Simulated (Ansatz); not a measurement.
Si$_{3}$N$_{4}$:
```cif
data_N8Si6
_chemical_formula_sum 'Si6 N8'
_space_group_name_H-M_alt 'P 1'
_space_group_IT_number 1
_cell_length_a 5.47531
_cell_length_b 5.47531
_cell_length_c 5.47531
_cell_angle_alpha 60.000
_cell_angle_beta 60.000
_cell_angle_gamma 60.000
loop_
_space_group_symop_operation_xyz
  'x, y, z'
loop_
_atom_site_label
_atom_site_type_symbol
_atom_site_fract_x
_atom_site_fract_y
_atom_site_fract_z
_atom_site_occupancy
Si1 Si 0.62500 0.62500 0.12500 1
Si2 Si 0.62500 0.12500 0.62500 1
Si3 Si 0.62500 0.62500 0.62500 1
Si4 Si 0.12500 0.62500 0.62500 1
Si5 Si 0.25000 0.25000 0.25000 1
Si6 Si 0.00000 0.00000 0.00000 1
N1 N 0.86755 0.86755 0.86755 1
N2 N 0.85265 0.38245 0.38245 1
N3 N 0.86755 0.86755 0.39735 1
N4 N 0.38245 0.85265 0.38245 1
N5 N 0.39735 0.86755 0.86755 1
N6 N 0.38245 0.38245 0.38245 1
N7 N 0.86755 0.39735 0.86755 1
N8 N 0.38245 0.38245 0.85265 1
```

Relaxed with PBEsol. Plane-wave PAW PBEsol (Ansatz code) gives a gap of 3.29 eV.

### Question
What gap does HSE06 give on the same cell (Ansatz, PAW)?

### Answer
4.73 eV, 1.44 eV more. The hybrid was solved on a coarser mesh and at special points; the gap given is the minimum over both.

```json
[
 {"k": "Γ", "v1 PBEsol": "-0.04", "c1 PBEsol": "3.29", "v1 HSE06": "-0.04", "c1 HSE06": "4.73"},
 {"k": "X", "v1 PBEsol": "-0.45", "c1 PBEsol": "6.59", "v1 HSE06": "…", "c1 HSE06": "…"},
 {"k": "L", "v1 PBEsol": "-0.35", "c1 PBEsol": "4.87", "v1 HSE06": "…", "c1 HSE06": "…"},
 {"k": "W", "v1 PBEsol": "-0.77", "c1 PBEsol": "6.58", "v1 HSE06": "…", "c1 HSE06": "…"},
 {"k": "K", "v1 PBEsol": "-0.23", "c1 PBEsol": "6.12", "v1 HSE06": "…", "c1 HSE06": "…"}
]
```

### Question
Top valence (v1) and lowest conduction level (c1) in eV from each method's valence maximum (which need not be a listed point): supply the withheld HSE06 values.

### Answer

- L, v1 HSE06: -0.38
- L, c1 HSE06: 6.41
- W, v1 HSE06: -0.81
- W, c1 HSE06: 8.19
- K, v1 HSE06: -0.25
- K, c1 HSE06: 7.72
- X, v1 HSE06: -0.49
- X, c1 HSE06: 8.23

Cost on shared cores: the PBEsol run (SCF on a 6×6×6 mesh, then bands and DOS) around 60 core-seconds (rough), the HSE06 run (SCF on 4×4×4, then a few points) about 3 core-minutes (a rough figure); the tasks are unlike.

Space group Fd-3m. Symmetry was held in the PBEsol relaxation.

Potentials: the earlier of the program's two PAW sets. The files were generated under PBE; for other functionals the program regenerates the frozen cores, and for LDA and PBEsol the local potential too.
